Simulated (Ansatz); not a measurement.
Ta2Si:
```
CELL_PARAMETERS angstrom
      4.57756     0.00000     0.00000
     -2.28878     3.96428     0.00000
      0.00000     0.00000     5.41292
ATOMIC_POSITIONS crystal
  Si 0.33333 0.66667 0.25000
  Si 0.66667 0.33333 0.75000
  Ta 0.00000 0.00000 0.00000
  Ta 0.00000 0.00000 0.50000
  Ta 0.33333 0.66667 0.75000
  Ta 0.66667 0.33333 0.25000
```

Relaxed with PBE. Special points in fractions of this cell's reciprocal vectors: Γ (0.000, 0.000, 0.000); M (0.500, 0.000, 0.000); K (0.333, 0.333, 0.000); A (0.000, 0.000, 0.500); L (0.500, 0.000, 0.500); H (0.333, 0.333, 0.500).

List the band energies nearest the Fermi level at these points for the program Ansatz at the PBE level (PAW).

In eV from the Fermi level; about four levels below and three above (degenerate sets whole), none deeper than 8.9 eV; points with the same levels are listed once.

```tsv
k	below	above
Γ	-3.16 -3.16 -2.24 -2.24	0.18 0.92 0.98 0.98
M	-0.67 -0.41 -0.11 -0.07	0.54 1.04 2.10
K	-0.78 -0.14 -0.07 -0.07	0.63 0.63 1.20 1.20
A	-2.03 -2.03 -2.03 -2.03 -0.18 -0.18	2.41 2.41 2.41 2.41
L	-1.61 -1.61 -0.32 -0.32	0.29 0.29 1.16 1.16
H	-1.31 -1.31 -0.88 -0.88	0.02 0.02 1.56 1.56
```

Space group P6_3/mmc. A made-up cell: these elements were put on the sites of a structure type; neither database checked (COD, Materials Project) lists it. Its standing as an ambient phase is unchecked. The PBE relaxation kept the symmetry of its start; whether a distortion lowers the energy is not shown. The run is not spin-polarised. Spin–orbit coupling is left out wherever it is not named.

Potentials: the later of the program's two PAW sets.
